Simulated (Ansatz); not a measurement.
Si3N4:
```cif
data_N32Si24
_chemical_formula_sum 'Si24 N32'
_space_group_name_H-M_alt 'Fd-3m :1'
_space_group_IT_number 227
_space_group_name_Hall 'F 4d 2 3 -1d'
_cell_length_a 7.73014
_cell_length_b 7.73014
_cell_length_c 7.73014
_cell_angle_alpha 90.000
_cell_angle_beta 90.000
_cell_angle_gamma 90.000
loop_
_atom_site_label
_atom_site_type_symbol
_atom_site_symmetry_multiplicity
_atom_site_Wyckoff_symbol
_atom_site_fract_x
_atom_site_fract_y
_atom_site_fract_z
_atom_site_occupancy
Si1 Si 16 c 0.12500 0.12500 0.12500 1
Si2 Si 8 b 0.50000 0.50000 0.50000 1
N1 N 32 e 0.36757 0.36757 0.36757 1
```
(The calculation used a cell of 14 atoms; values per cell refer to that cell.)

Relaxed with r²SCAN. Independent-particle spectrum: no excitons, no local fields, no scissors shift; 0.1 eV broadening; ε₁ of the summed bands alone.

Task: Tabulate the dielectric function from plane-wave PAW r²SCAN (Ansatz code).

Result: 

| E (eV) | ε₁ xx | ε₂ xx |
|---|---|---|
| 0.0 | 4.77 | 0.00 |
| 0.3 | 4.78 | 0.00 |
| 0.6 | 4.79 | 0.00 |
| 0.9 | 4.80 | 0.00 |
| 1.2 | 4.82 | 0.00 |
| 1.5 | 4.85 | 0.00 |
| 1.8 | 4.89 | 0.00 |
| 2.1 | 4.93 | 0.00 |
| 2.4 | 4.98 | 0.00 |
| 2.7 | 5.04 | 0.00 |
| 3.0 | 5.12 | 0.00 |
| 3.3 | 5.20 | 0.00 |
| 3.6 | 5.30 | 0.00 |
| 3.9 | 5.41 | 0.00 |
| 4.2 | 5.55 | 0.00 |
| 4.5 | 5.71 | 0.01 |
| 4.8 | 5.90 | 0.04 |
| 5.1 | 6.12 | 0.07 |
| 5.4 | 6.36 | 0.12 |
| 5.7 | 6.67 | 0.18 |
| 6.0 | 7.04 | 0.31 |
| 6.3 | 7.47 | 0.47 |
| 6.6 | 8.08 | 0.92 |
| 6.9 | 8.40 | 1.48 |
| 7.2 | 8.76 | 2.07 |
| 7.5 | 8.96 | 2.88 |
| 7.8 | 9.25 | 3.78 |
| 8.1 | 8.77 | 4.95 |
| 8.4 | 8.08 | 5.60 |
| 8.7 | 7.29 | 5.59 |
| 9.0 | 7.89 | 5.58 |
| 9.3 | 8.28 | 6.93 |
| 9.6 | 7.58 | 7.86 |
| 9.9 | 6.28 | 9.24 |
| 10.2 | 4.75 | 9.20 |
| 10.5 | 5.09 | 9.21 |
| 10.8 | 3.82 | 10.50 |
| 11.1 | 0.91 | 10.97 |
| 11.4 | 0.16 | 8.24 |
| 11.7 | 0.22 | 7.63 |
| 12.0 | 0.48 | 7.35 |

Task: From ε at 5.5 eV (xx: 6.46 + 0.14i), find n, k, the normal reflectivity and the absorption coefficient.

Result: n = 2.54, k = 0.028, R = 19 %, α = 2kE/ħc = 16000 cm⁻¹.

With all bands, ε∞ without local fields is 4.89. DFPT, with local fields, gives 4.90.

The r²SCAN relaxation kept the symmetry of its start; phonons on a q-mesh show no instability.

Potentials: the later of the program's two PAW sets.
